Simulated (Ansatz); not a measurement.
## Slab of fcc Au (100), 5 layers

The slab is cut from the fcc crystal, the stable phase, as relaxed on PAW files (16.59 Å³/atom), with 16 Å of vacuum and a dipole correction:

```
Au
1.0
     2.86261    0.00000    0.00000
     0.00000    2.86261    0.00000
     0.00000    0.00000   24.09670
Au
5
Direct
  0.00000 0.00000 0.33200
  0.50000 0.50000 0.41600
  0.00000 0.00000 0.50000
  0.50000 0.50000 0.58400
  0.00000 0.00000 0.66800
```

All numbers are LDA results (scalar-relativistic) from Ansatz 0.2.0, with a Γ-centred 11×11×1 k mesh, Fermi–Dirac smearing of 0.05 eV, no spin polarisation. Methods: LAPW: all electrons, basis error target 1 meV/atom; PAW: frozen-core files, cutoff 420 eV.

The bulk energy comes from a cell in the slab's orientation on a 11×11×8 mesh. The surface energy is (E(slab) − N·E(bulk))/2A at zero smearing, the mean of both faces; thin slabs carry quantum-size effects.

Spin–orbit coupling is left out, which matters for the heavy atoms. The PAW files were made under PBE.

Question: As cut, the LAPW slab lies 1.415 eV above 5 atoms of bulk. What surface energy is that?

Answer: Over two faces of 8.19 Å² it is 86.3 meV/Å², and times 16.02 J/m² per eV/Å² that gives γ = 1.383 J/m².

Question: What do relaxation and the other method give, and what work function comes out?

Answer: 

```tsv
method	γ as cut (J/m²)	γ relaxed (J/m²)	Φ as cut (eV)	Φ relaxed (eV)
LAPW	1.383	1.378	5.47	5.45
PAW	1.383	1.378	5.47	5.45
```

Question: How do the spacings between the planes relax?

Answer: From the bottom face up: d12 -1.7 % of 2.024 Å, d23 -0.2 % of 2.024 Å, d34 -0.2 % of 2.024 Å, d45 -1.7 % of 2.024 Å.

Question: What changes if the vacuum is set to 11 Å?

Answer: LAPW then gives: no gap, work function 5.45 eV; PAW: no gap, work function 5.45 eV. The program warns that the vacuum is too thin.

Question: A field of 0.1 V/Å is applied along the normal, atoms held. What follows?

Answer: LAPW finds an induced dipole of 0.0492 e·Å a cell (PAW 0.0492), that is 10.87 Å for 4πα over the area, against 8.02 Å between the outer atoms.

Question: A 4f core hole is made on one atom of each kind in every 1×1 cell (PAW hole dataset, neutral cell, valence without spin). What does it cost by layer?

Answer: layer 1 84.90 eV, layer 2 85.27 eV, layer 3 85.34 eV. Shifts between layers mean more than the absolute values, and a whole layer of holes screens otherwise than one hole.
